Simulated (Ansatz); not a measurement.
SiO2 (rutile)

```
SiO2
1.0
    4.18520     0.00000     0.00000
    0.00000     4.18520     0.00000
    0.00000     0.00000     2.66883
Si O
2 4
Cartesian
  2.09260   2.09260   1.33442
  0.00000   0.00000   0.00000
  3.37369   3.37369   1.33442
  1.28109   2.90410   0.00000
  2.90410   1.28109   0.00000
  0.81150   0.81150   1.33442
```

The numbers are results of r2SCAN (plane waves to 500 eV, PAW, scalar-relativistic; Ansatz, an electronic-structure program), not measurements. Harmonic phonons by density-functional perturbation theory on a 6×6×10 k mesh, in cm⁻¹; i marks imaginary ones, q is in fractions of the reciprocal vectors of the cell shown, and the three acoustic modes at Γ are left out. The non-analytic (LO-TO) term is not included, so polar modes at Γ have their transverse values. SiO2 was relaxed with its symmetry unable to fall.

Question: Is the structure dynamically stable at Γ, X = (0.5, 0.0, 0.0), M = (0.5, 0.5, 0.0), Z = (0.0, 0.0, 0.5)?

Answer: No imaginary mode at these points (lowest 232 cm⁻¹ at Γ); other wave vectors were not tested.

Question: List the wavenumbers at Γ, X = (0.5, 0.0, 0.0), M = (0.5, 0.5, 0.0), Z = (0.0, 0.0, 0.5), with degeneracies.

Answer: 
```json
[
 {"q": "Γ", "wavenumbers (cm⁻¹)": "232, 390, 465 (×2), 576 (×2), 586 (×2), 611, 654, 754, 757, 830 (×2), 957"},
 {"q": "X = (0.5, 0.0, 0.0)", "wavenumbers (cm⁻¹)": "275 (×2), 281 (×2), 394 (×2), 511 (×2), 591 (×2), 594 (×2), 708 (×2), 815 (×2), 1001 (×2)"},
 {"q": "M = (0.5, 0.5, 0.0)", "wavenumbers (cm⁻¹)": "247 (×2), 308 (×2), 454 (×2), 455 (×2), 568 (×2), 595 (×2), 702 (×2), 887 (×2), 917 (×2)"},
 {"q": "Z = (0.0, 0.0, 0.5)", "wavenumbers (cm⁻¹)": "396 (×2), 406 (×2), 464 (×2), 473 (×2), 635 (×2), 648 (×2), 735 (×2), 838 (×2), 892 (×2)"}
]
```
